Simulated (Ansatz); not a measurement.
Ag3SI:
```
CELL_PARAMETERS angstrom
      4.86876     0.00000     0.00000
      0.00000     4.86876     0.00000
      0.00000     0.00000     4.86876
ATOMIC_POSITIONS crystal
  Ag 0.50000 0.50000 0.00000
  Ag 0.00000 0.50000 0.50000
  Ag 0.50000 0.00000 0.50000
  S  0.50000 0.50000 0.50000
  I  0.00000 0.00000 0.00000
```

PBEsol in the plane-wave PAW code Ansatz gives a gap of 0.71 eV without spin–orbit coupling, maximum at M, minimum at Γ.

Task: What happens when spin–orbit coupling is switched on?

Result: The gap shrinks by 0.18 eV, to 0.53 eV; maximum at M, minimum at Γ.

Task: Give the electron effective mass with spin–orbit coupling.

Result: 0.21 mₑ (isotropic).

Task: Give the hole effective mass with spin–orbit coupling.

Result: 0.33, 0.33, 0.54 mₑ (principal values).

Space group Pm-3m (anti-perovskite). The workflow started from an entry of the Crystallography Open Database (COD), which files this formula under 2 space groups. Whether it is the stable phase at ambient conditions was not checked. The PBEsol relaxation kept the symmetry of its start; whether a distortion lowers the energy is not shown. The run is not spin-polarised.

Potentials: the later of the program's two PAW sets.
